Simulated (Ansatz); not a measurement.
GeOSe as a Janus 1T monolayer was relaxed with 5 functionals in Ansatz, cell and atoms free, the symmetry of the start kept (meshes: PBE 12×12×1, r2SCAN 12×12×1, PBEsol 12×12×1, LDA 12×12×1, HSE06 6×6×1). All values are calculated for a non-magnetic cell, which may be hypothetical.

The LDA result:
```
Ge O Se
1.0
     3.15655    0.00000    0.00000
    -1.57827    2.73365    0.00000
     0.00000    0.00000   28.84124
Ge O Se
1 1 1
Direct
  0.00000 0.00000 0.32211
  0.33333 0.66667 0.35205
  0.66667 0.33333 0.26200
```
Two periodic directions, a and b.

The sheet's in-plane cell has a = 3.157 Å, b = 3.157 Å (γ = 120.0°), and its outermost atoms lie 2.60 Å apart along the normal. Ge is surrounded by 3 O at 2.02 Å and 3 Se at 2.52 Å; O is surrounded by 3 Ge at 2.02 Å; Se is surrounded by 3 Ge at 2.52 Å.

Task: How does the cell change with HSE06?

Result: a = 3.249 Å; the area differs by +5.9 % from LDA's. Ge has 3 O at 2.06 Å and 3 Se at 2.44 Å; O has 3 Ge at 2.06 Å; Se has 3 Ge at 2.44 Å.

Task: What lattice does PBE give?

Result: a = 3.254 Å; the area differs by +6.3 % from LDA's. Ge has 3 O at 2.07 Å and 3 Se at 2.53 Å; O has 3 Ge at 2.07 Å; Se has 3 Ge at 2.53 Å.

Task: Held at the r2SCAN cell, what mean stress do LDA and PBE find, and does its sign point to their own minimum?

Result: Yes. LDA -2.10 N/m, and its relaxed area is -5.5 % from r2SCAN's; PBE +1.98 N/m, and its relaxed area is +0.4 % from r2SCAN's. Compression counts positive, so a positive stress asks for a larger cell.

The cell is metallic with PBE, r2SCAN, PBEsol, LDA, and these meshes limit the relaxed cells of a metal. A gap that a hybrid shows on its coarser mesh alone may close between the points.

Spin-orbit coupling is left out.

The meshes of the hybrids are coarse, so their gaps aren't converged to the digits shown.
